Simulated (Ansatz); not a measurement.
Na (bcc (W type)), relaxed and computed with several functionals in Ansatz (plane waves, PAW).

```json
[
 {"functional": "LDA", "a (Å)": "4.053"},
 {"functional": "PBE+D3(BJ)", "a (Å)": "4.081"},
 {"functional": "PBEsol", "a (Å)": "4.171"},
 {"functional": "r²SCAN", "a (Å)": "4.224"},
 {"functional": "PBE", "a (Å)": "4.197"},
 {"functional": "r²SCAN+D4", "a (Å)": "4.220"}
]
```

All cells were relaxed under the symmetry of their starts (and spin orders); stability against distortions was not tested throughout.

Potentials: the later of the program's two PAW sets.

Ansatz (a program for electronic structure) is a plane-wave DFT program.
